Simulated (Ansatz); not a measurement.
**InAg₃: zone-centre modes at 6 GPa**

The calculation used DFT PBEsol, scalar-relativistic, plane waves, PAW in Ansatz 0.2.0. Plane waves to 420 eV; Γ-centred k mesh 10×10×10; Fermi-Dirac smearing of 0.15 eV. No spin polarisation. Phonons by linear response, acoustic sum rule imposed.

The cell, relaxed at 6 GPa:
```xyz
4
Lattice="4.0715 0.0000 0.0000 0.0000 4.0715 0.0000 0.0000 0.0000 4.0715" Properties=species:S:1:pos:R:3 pbc="T T T"
In    0.0000    0.0000    0.0000
Ag    0.0000    2.0358    2.0358
Ag    2.0358    0.0000    2.0358
Ag    2.0358    2.0358    0.0000
```

In a metal, frequencies and elastic constants depend on the k mesh and the smearing, soft modes and shear constants most. Other phases may be more stable at this pressure.

Problem. Is this structure stable against zone-centre distortions?

Solution. Yes, at Γ: no optical mode is imaginary. Strains and other wave vectors aren't tested by this run.

Problem. List the optical modes at Γ (i marks imaginary ones).

Solution.
```tsv
frequency (THz)	degeneracy
3.35	3
3.50	3
5.38	3
```

Cost: 1 run of about 4.6 core-minutes, on Arm Neoverse V1 (shared hosts).